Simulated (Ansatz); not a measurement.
Sc (hcp, Mg type)

```yaml
crystal:
  lattice:
    - [3.32949, 0.00000, 0.00000]
    - [-1.66475, 2.88342, 0.00000]
    - [0.00000, 0.00000, 5.19194]
  atoms:
    - { symbol: Sc, position: [0.33333, 0.66667, 0.75000] }
    - { symbol: Sc, position: [0.66667, 0.33333, 0.25000] }
```

The slice is a (1 -1 0 0) plane (indices of the conventional cell) through the point (0.333, 0.667, 0.750) (fractional), spanned by u = [110] and v = [001] in vectors of this cell: u (3.33 Å) and v (5.19 Å, at 90° to u). It covers one period; positions are fractions (u, v).

Computed with r2SCAN (plane waves to 500 eV, PAW, scalar-relativistic; Ansatz, a program for electronic structure). k mesh 16×16×9. Inside the PAW spheres the values are not all-electron values, and peaks at nuclei hang on which shells count as valence. Sc is run without spin polarisation. Sc was relaxed with its symmetry unable to fall.

**Question.** What is the valence density on the shortest Sc–Sc line in this plane (3.33 Å), at its midpoint?

**Answer.** 0.11 e/Å³.

**Question.** What is the ELF at the midpoint of the shortest Sc–Sc line in this plane (3.33 Å)?

**Answer.** 0.3.

**Question.** Sketch the valence electron density on this plane as a map.

**Answer.** 
```
|998631000013689|
|987520000002578|
|775310000001357|
|442100000000124|
|111000000000011|
|000000000000000|
|000000000000000|
|000000000000000|
|000000000000000|
|000000111100000|
|000001222210000|
|000001222210000|
|000001222210000|
|000000111100000|
|000000000000000|
|000000000000000|
|000000000000000|
|000000000000000|
|111000000000011|
|442100000000124|
|775310000001357|
|987520000002578|
|998631000013689|
|999741000014799|
```
Scale: ten equal steps from -0.94 (start of '0') to 0.87 (end of '9'), in the order '0123456789'. Values: log₁₀ of the valence density in e/Å³. The map has 15 points along u (one character each, u = 0 at the left) and 24 along v (v = 0 in the bottom row). The scale is logarithmic, as a density can span decades between atoms and voids.
